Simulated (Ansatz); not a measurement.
## Intermetallics at Al joints and contacts

Candidates compared on computed values. At a bond pad, solder joint or contact a metal film reacts with Al. The energy released drives the reaction, and the change of volume leaves voids or stress.

The yardstick is NiAl. A metal film 100 nm thick converts fully to the phase named, taking solid Al as needed.

Data:

Computed with Ansatz, a plane-wave PAW program. volume per atom: r²SCAN, relaxed cell; metal volume, Al volume: r²SCAN, the element in its room-temperature structure; ΔH_f: r²SCAN, 0 K, against the elements in the same set-up, no fitted corrections.

Definitions used: product = film × (1 + y) × V/V(metal); Al consumed = film × y × V(Al)/V(metal); volume change = (1 + y)V/(V(metal) + yV(Al)) − 1; energy per metal atom = ΔH_f × (1 + y).

```csv
crystal,Al atoms per metal atom,V (Å³/atom),V of the metal (Å³/atom),V of Al (Å³/atom),ΔH_f (eV/atom),product thickness (nm),Al consumed (nm),volume change (%),energy per metal atom (eV)
PtAl2 (Fm-3m),2.000,17.15,15.29,15.90,−0.969,336,208,9.3,−2.91
"CuAl2 (Fm-3m, cF12)",2.000,15.71,11.44,15.90,−0.212,412,278,9.0,−0.64
"NiAl (CsCl type), reference",1.000,11.74,10.52,15.90,−0.677,223,151,−11.1,−1.35
AuAl2 (Fm-3m),2.000,18.09,17.53,15.90,−0.485,310,181,10.0,−1.46
```

Runs started from generated or typed cells of the structure named: NiAl. No claim is made that these are known or stable phases: CuAl2 (Fm-3m, cF12). Run without spin polarisation: NiAl. Spin–orbit coupling is left out unless named. ΔH_f counts from the lowest computed solid of each element: Al (Fm-3m), Au (Fm-3m), Cu (Fm-3m), Ni (Fm-3m, ferromagnetic), Pt (Fm-3m).

Worked example:

The steps for PtAl2:

product thickness: 100 × (1 + 2.000) × 17.15/15.29 = 336 nm; Al consumed: 100 × 2.000 × 15.90/15.29 = 208 nm; volume change: 100 × ((1 + 2.000) × 17.15/(15.29 + 2.000 × 15.90) − 1) = 9.3 %; energy per metal atom: −0.969 × (1 + 2.000) = −2.91 eV.

For NiAl, step by step:

product thickness: 100 × (1 + 1.000) × 11.74/10.52 = 223 nm; Al consumed: 100 × 1.000 × 15.90/10.52 = 151 nm; volume change: 100 × ((1 + 1.000) × 11.74/(10.52 + 1.000 × 15.90) − 1) = −11.1 %; energy per metal atom: −0.677 × (1 + 1.000) = −1.35 eV.

Result:

In order of volume change, least shrinkage first: AuAl2 (10.0 ± 1.2) ≈ PtAl2 (9.3 ± 1.2) ≈ CuAl2 (Fm-3m, cF12) (9.0 ± 1.2), NiAl (−11.1 ± 1.0). The ± follows from allowances picked for this note (volume per atom 1 %, metal volume 1 %, 0.3 % on the figure itself), carried to first order and added in quadrature; ≈ joins neighbours closer than their two ± added in quadrature.

Caveats:

With Al in excess the reaction goes on to the richest stable phase, which need not be among the rows; which phase grows first, and how fast, is kinetic. Phases over 50 meV/atom above the lowest one at hand were not drawn (by r²SCAN where it compared them, else by the largest value; a layered or molecular lowest phase counts only with a dispersion term); other phases could lie lower still. The rows are a sample and no shortlist: familiar crystals first, some related and some not, whatever their agreement with measurement; tables with many equal figures were not kept. Limits of the draw: ΔH_f under −0.02 eV/atom; for ΔH_f, runs without a dispersion term, no Mn, and elements whose lowest cell is their usual one. As a rule kept out of such tables: 4f compounds, open-shell compounds run without a Hubbard term, cells found unstable in the tests at hand, cells close to a higher symmetry, and runs set to a pressure or over 12 % in volume from the crystal's fullest run.
